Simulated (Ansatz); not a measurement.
A geometry of MgZn$_{2}$ away from equilibrium: step 2 of the relaxation of a relaxed MgZn2 cell with one Mg and one Zn atom exchanged in a cell of 6 atoms. The numbers are results of PBEsol (plane waves to 420 eV, PAW, scalar-relativistic; Ansatz, a first-principles code), not measurements. Γ-centred k-mesh 8×8×6 on the run's cell (coarser than for final values), Fermi–Dirac smearing 0.05 eV.

```xyz
6
Lattice="2.4634 -3.8709 0.0000 2.4634 3.8709 0.0000 0.0000 0.0000 5.3034" Properties=species:S:1:pos:R:3:forces:R:3 pbc="T T T" free_energy=-16946.811 pressure_GPa=0.4
Mg     2.4634    -1.1174     3.9775    0.0000    0.0283    0.0000
Zn     2.4634     1.0492     1.3258    0.0000   -0.2139    0.0000
Zn     2.4634    -1.5889     1.3258    0.0000    0.0602    0.0000
Mg     2.4634     1.5667     3.9775    0.0000   -0.2037    0.0000
Zn     0.0000     0.0452     2.6517    0.0000    0.1646   -0.0241
Zn     0.0000     0.0452     0.0000    0.0000    0.1646    0.0241
```

Positions in Å, forces in eV/Å, free energy of the cell in eV (comparable only within this code, potentials and settings). Largest force: 0.21 eV/Å, on Zn2 (atoms numbered as listed); the geometry lies 0.10 eV/atom above the end of its relaxation.

No spin polarisation in the result.

The run could not lose the symmetry of its start.

Of the parent cell (Cmcm (No. 63)): The relaxation started from an entry of Materials Project.

The runs began from a structure in Materials Project; this end point is another cell, not compared with measured phases.
